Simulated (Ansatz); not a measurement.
Ansatz (a program for electronic structure) input:

Ansatz 0.2 input:
```yaml
crystal:
  lattice:
    - [4.2269408535, 0.0, 0.0]
    - [0.0, 4.2269408535, 0.0]
    - [0.0, 0.0, 6.0323582023]
  atoms:
    - { symbol: Ga, position: [0.5, 0.0, 0.725025274] }
    - { symbol: Ga, position: [0.0, 0.5, 0.274974726] }
    - { symbol: Bi, position: [0.0, 0.0, 0.0] }
    - { symbol: As, position: [0.5, 0.5, 0.5] }
kpoints:
  mp_grid: { grid: [5, 5, 4] }
hamiltonian:
  xc: hse06
  pseudopotentials: { kind: paw }
scf:
  n_extra_bands: 6
  occupations: { method: gaussian, width: 0.02 }
output:
  eigenvalues: true
  eigenstates:
    e_range: [-9.0, 8.0]
    kpoints:
      - [0.0, 0.0, 0.0]  # GAMMA
      - [0.0, 0.0, 0.5]  # Z
      - [0.5, 0.5, 0.0]  # M
      - [0.5, 0.5, 0.5]  # A
      - [0.0, 0.5, 0.5]  # R
      - [0.0, 0.5, 0.0]  # X
```

Output (shortened):

```
Pseudopotentials: kind: paw
Pseudopotential: Ga, paw, valence charge 13
Pseudopotential: Bi, paw, valence charge 15
Pseudopotential: As, paw, valence charge 15
Functional definition: HSE06
Crystal: 4 atoms, lattice volume = 107.780 Å³
Basis set: ecut = 420 eV, 2105 PW (Γ)
Bands: 34, of which v1, the nominal top of the filled ones, is band 28 counted from 1 (27 counted from 0)
Symmetry: 8 space group operations
Space group: P-4m2 (ITA 115), of the structure as read, at distance tolerance 4.8e-5 Å
k-points: 18 of 100 (time reversal used)
PAW frozen core: Ga, regenerated for the run's functional, and the local potential with it
PAW frozen core: Bi, regenerated for the run's functional, and the local potential with it
PAW frozen core: As, regenerated for the run's functional, and the local potential with it
Initial wavefunctions: pseudopotential atomic-orbital guess
Eigensolver: davidson
Functional: x = pbe(κ = 0.804, μ = 0.2195149727645171), c = pbe(β = 0.06672455060314922), warm-up for x = pbe(κ = 0.804, μ = 0.2195149727645171) + 0.25 (exact …
SCF iter   1: F=—  HF=-24819.081753 eV  |F-HF|=—  |Δ(HF+E_count)|=         —  Δρ=1.90e-3  dr2=9.06e-3  ethr=1.77e-3  ⟨swp⟩=6.9  Hψ=2432  notcnv=0
preconditioner: auto → Kerker (q_TF=auto, 2.446 Å⁻¹)
SCF iter   2: F=—  HF=-24819.081495 eV  |F-HF|=—  |Δ(HF+E_count)|=   2.58e-4  Δρ=1.08e-3  dr2=3.10e-3  ethr=1.62e-5  ⟨swp⟩=4.0  Hψ=1727  notcnv=0  defer=5
SCF iter   3: F=—  HF=-24819.081031 eV  |F-HF|=—  |Δ(HF+E_count)|=   4.64e-4  Δρ=4.67e-4  dr2=5.71e-4  ethr=5.53e-6  ⟨swp⟩=3.8  Hψ=1364  notcnv=0  defer=8
SCF iter   4: F=—  HF=-24819.080932 eV  |F-HF|=—  |Δ(HF+E_count)|=   9.92e-5  Δρ=2.31e-4  dr2=8.57e-5  ethr=1.02e-6  ⟨swp⟩=3.8  Hψ=1510  notcnv=0  defer=4
SCF iter   5: F=—  HF=-24819.080973 eV  |F-HF|=—  |Δ(HF+E_count)|=   4.17e-5  Δρ=1.06e-4  dr2=1.61e-5  ethr=1.53e-7  ⟨swp⟩=3.7  Hψ=1555  notcnv=0  defer=1
SCF iter   6: F=—  HF=-24819.080975 eV  |F-HF|=—  |Δ(HF+E_count)|=   1.52e-6  Δρ=5.52e-5  dr2=5.30e-6  ethr=2.88e-8  ⟨swp⟩=4.0  Hψ=1663  notcnv=0
SCF iter   7: F=—  HF=-24819.080978 eV  |F-HF|=—  |Δ(HF+E_count)|=   2.76e-6  Δρ=2.22e-5  dr2=1.18e-6  ethr=9.46e-9  ⟨swp⟩=3.1  Hψ=1425  notcnv=0
SCF iter   8: F=—  HF=-24819.080978 eV  |F-HF|=—  |Δ(HF+E_count)|=   5.42e-7  Δρ=1.02e-5  dr2=2.44e-7  ethr=2.10e-9  ⟨swp⟩=3.1  Hψ=1281  notcnv=0
SCF iter  12: F=-24819.080978 eV  HF=-24819.080978 eV  |F-HF|=4.37e-11  |Δ(HF+E_count)|=  2.18e-10  Δρ=5.22e-7  dr2=3.36e-10  ethr=1.70e-12  ⟨swp⟩=4.0  Hψ=1666  notcnv=0
SCF 1 converged in 12 iterations: F = -24819.080978 eV  dr2 = 3.36e-10
Crystal: 4 atoms, lattice volume = 107.780 Å³
Initial density: handed on by an earlier stage of this run
Initial wavefunctions: those handed on with the density
Functional: x = pbe(κ = 0.804, μ = 0.2195149727645171) + 0.25 (exact − pbe) at short range (hse, ω = 0.20786987370883472 Å⁻¹), c = pbe(β = 0.06672455060314922); HSE06 as pw.x's `hse` composes it (authors' and Libxc's form: `xc: wpbeh`)
Exchange kernel: α = 0.2500, screened, ω = 0.2079 Å⁻¹, Wigner–Seitz truncation, v(0) = 1046.3163 eV·Å³, q-mesh 5×5×4, nearest image of the exchange supercell L …
Frozen-core exchange: fock
iter 1 solved again at ethr=5.31e-5 eV; its pass at ethr=1.00e-1 eV (dr2=2.98e-2 eV) is discarded
SCF iter   1: F=—  HF=-24825.148701 eV  |F-HF|=—  |Δ(HF+E_count)|=         —  Δρ=1.19e-2  dr2=5.90e-2  ethr=5.31e-5  ⟨swp⟩=5.1  Hψ=3548  notcnv=0
preconditioner: auto → Kerker (q_TF=auto, 2.446 Å⁻¹)
SCF iter   2: F=—  HF=-24825.136992 eV  |F-HF|=—  |Δ(HF+E_count)|=   1.17e-2  Δρ=4.93e-3  dr2=1.35e-2  ethr=4.85e-5  ⟨swp⟩=4.0  Hψ=1951  notcnv=0
SCF iter   3: F=—  HF=-24825.135385 eV  |F-HF|=—  |Δ(HF+E_count)|=   1.61e-3  Δρ=2.65e-3  dr2=4.79e-3  ethr=1.09e-5  ⟨swp⟩=4.0  Hψ=1393  notcnv=0
SCF iter   4: F=—  HF=-24825.134051 eV  |F-HF|=—  |Δ(HF+E_count)|=   1.33e-3  Δρ=3.77e-4  dr2=4.51e-4  ethr=4.00e-6  ⟨swp⟩=4.1  Hψ=1484  notcnv=0
SCF iter   5: F=—  HF=-24825.134025 eV  |F-HF|=—  |Δ(HF+E_count)|=   2.54e-5  Δρ=1.73e-4  dr2=9.67e-5  ethr=3.83e-7  ⟨swp⟩=4.1  Hψ=1563  notcnv=0
SCF iter   6: F=-24825.134007 eV  HF=-24825.134014 eV  |F-HF|=7.13e-6  |Δ(HF+E_count)|=   1.09e-5  Δρ=8.39e-5  dr2=2.07e-5  ethr=8.00e-8  ⟨swp⟩=4.1  Hψ=1531  notcnv=0
SCF 2 stopped early in 6 iterations: F = -24825.134007 eV  dr2 = 2.07e-5
hybrid outer 1: dexx = +2.303e-2 eV, tail = 1.55e-4 eV
Crystal: 4 atoms, lattice volume = 107.780 Å³
Exchange kernel: α = 0.2500, screened, ω = 0.2079 Å⁻¹, Wigner–Seitz truncation, v(0) = 1046.3163 eV·Å³, q-mesh 5×5×4, nearest image of the exchange supercell L …
Frozen-core exchange: fock
SCF iter   1: F=—  HF=-24825.133989 eV  |F-HF|=—  |Δ(HF+E_count)|=         —  Δρ=6.16e-5  dr2=6.32e-6  ethr=1.39e-6  ⟨swp⟩=5.0  Hψ=1386  notcnv=0
preconditioner: auto → Kerker (q_TF=auto, 2.446 Å⁻¹)
SCF iter   2: F=—  HF=-24825.133994 eV  |F-HF|=—  |Δ(HF+E_count)|=   5.03e-6  Δρ=4.89e-5  dr2=4.22e-6  ethr=1.07e-8  ⟨swp⟩=4.3  Hψ=1771  notcnv=0
SCF iter   3: F=—  HF=-24825.133994 eV  |F-HF|=—  |Δ(HF+E_count)|=   3.33e-7  Δρ=2.67e-5  dr2=1.72e-6  ethr=7.47e-9  ⟨swp⟩=2.3  Hψ=1129  notcnv=0  defer=2
SCF iter   4: F=—  HF=-24825.133994 eV  |F-HF|=—  |Δ(HF+E_count)|=   1.04e-7  Δρ=1.21e-5  dr2=3.47e-7  ethr=3.07e-9  ⟨swp⟩=3.7  Hψ=1308  notcnv=0  defer=7
SCF iter   5: F=—  HF=-24825.133994 eV  |F-HF|=—  |Δ(HF+E_count)|=   1.98e-8  Δρ=7.40e-6  dr2=1.71e-7  ethr=5.72e-10  ⟨swp⟩=4.0  Hψ=1432  notcnv=0  defer=12
SCF iter   6: F=-24825.133994 eV  HF=-24825.133994 eV  |F-HF|=3.80e-8  |Δ(HF+E_count)|=   5.37e-9  Δρ=3.61e-6  dr2=6.23e-8  ethr=3.02e-10  ⟨swp⟩=3.9  Hψ=1298  notcnv=0  defer=14
SCF 3 converged in 6 iterations: F = -24825.133994 eV  dr2 = 6.23e-8
hybrid outer 2: dexx = +2.701e-6 eV, tail = 2.16e-7 eV, Δε = 4.52e-3 eV (about 2.43e-4 eV left of the loop's levels)
the last iteration of the SCF fills more bands at one k-point than at another …
NSCF: frozen V_eff on 6 k-points
hybrid SCF converged: 2 outer / 12 inner (+12 warm-up), last move |dexx| = 2.70e-6 eV, tail = 2.16e-7 eV
Stability not checked (fock_operator)
Free energy (F): -24825.133994 eV
Frozen-core exchange: fock
Harris-Foulkes:  -24825.133994 eV  (|F-HF|=3.80e-8)
Internal energy: -24825.133768 eV  (E = F + TS)
E sigma→0 (E₀):  -24825.133881 eV
Entropy (-TS):   -0.000226 eV (-0.056 meV/atom)
Fermi energy:    7.932460 eV
--- Per-component energies (eV) ---
  E_band       = -647.333228
  E_kinetic    = 633.993316
  E_local      = -7882.610573  (includes V_loc(G=0)·N_el)
  E_nonlocal   = 739.705049
  E_hartree    = 3611.841473
  E_xc         = -294.832802
  E_vxc        = -269.745412  (∫ρ·V_xc dr)
  E_exx        = -192.243243  (= α·E_x^exact, valence–valence)
  E_paw        = -16364.991952  (= ΣΔE_a)
  E_vpaw       = -707.869223  (= ΣTr[D̂ρ^β])
  E_aug_tail   = -0.000658  (compensation charges beyond the density's cutoff)
  E_ewald      = -5075.610078
  E_core_change = -0.384300  (= ΣΔE_core)
  E_smearing   = -0.000226  (= −TS)
  E_closure    = 0.000000  (closes the sum)
  Σ components = -24825.133994   (vs F -24825.133994, Δ=3.64e-12)
  [band-id]    e_kinetic+e_local+e_nonlocal+2·e_hartree+e_vxc+2·e_exx+e_vpaw+e_augmentation_tail = -647.331041   (vs E_band -647.333228, Δ=2.19e-3)
--- Band table (eV; the first three rows and the last of 18) ---
  k-point 0: bands = ["-31.4096", "-31.4028", "-31.4028", "-31.3993", "-31.3936", "-16.4516", "-16.4516", "-16.4497", "-16.4154", "-16.3793", "-10.1014", "-10.0492", "-10.0492", "-10.0462", "-10.0170", "-10.0170", "-10.0079", "-9.9958", "-9.9892", "-9.9860", "-6.0005", "-3.7051", "0.3343", "4.7109", "4.7109", "7.4717", "7.6493", "7.9324", "7.9324", "9.3425", "9.5665", "11.5784", "11.5784", "11.7660"]
  k-point 1: bands = ["-31.4096", "-31.4028", "-31.4028", "-31.3993", "-31.3936", "-16.4516", "-16.4516", "-16.4497", "-16.4152", "-16.3793", "-10.0954", "-10.0532", "-10.0448", "-10.0448", "-10.0217", "-10.0217", "-10.0071", "-9.9965", "-9.9910", "-9.9842", "-5.7805", "-4.2325", "1.1903", "4.9126", "4.9126", "5.2251", "7.3023", "7.3023", "9.1007", "9.8517", "10.1495", "11.2335", "12.5594", "12.5594"]
  k-point 2: bands = ["-31.4096", "-31.4028", "-31.4028", "-31.3993", "-31.3936", "-16.4516", "-16.4516", "-16.4497", "-16.4151", "-16.3793", "-10.0861", "-10.0636", "-10.0359", "-10.0359", "-10.0309", "-10.0309", "-10.0048", "-9.9985", "-9.9922", "-9.9830", "-5.2799", "-4.9772", "3.0065", "3.0488", "5.2101", "5.2101", "6.6849", "6.6849", "9.3583", "9.9299", "11.0207", "11.3825", "14.2800", "14.2800"]
  k-point 17: bands = ["-31.4087", "-31.4029", "-31.4029", "-31.3994", "-31.3933", "-16.4582", "-16.4581", "-16.4144", "-16.4004", "-16.3906", "-10.0999", "-10.0946", "-10.0396", "-10.0252", "-10.0243", "-10.0181", "-9.9970", "-9.9956", "-9.9936", "-9.9926", "-4.0616", "-3.5843", "0.6437", "0.6867", "3.6715", "3.9422", "5.0412", "5.0499", "11.2755", "11.3593", "12.8711", "13.0095", "13.1383", "13.2526"]
  band table: 34 of 34 bands, residual norms ≤ 1.0e-3 eV
```

Cost: about 5 core-minutes (a rough figure) on shared cores.

The first step of the workflow began from a Materials Project structure, measured or hypothetical; the Crystallography Open Database copy checked does not list it. Its standing as an ambient phase is unchecked. The PBEsol relaxation kept the symmetry of its start; of distortions, only those at the zone centre were tested. Spin–orbit coupling is left out wherever it is not named.

Potentials: the later of the program's two PAW sets.

Ansatz is a plane-wave DFT program.
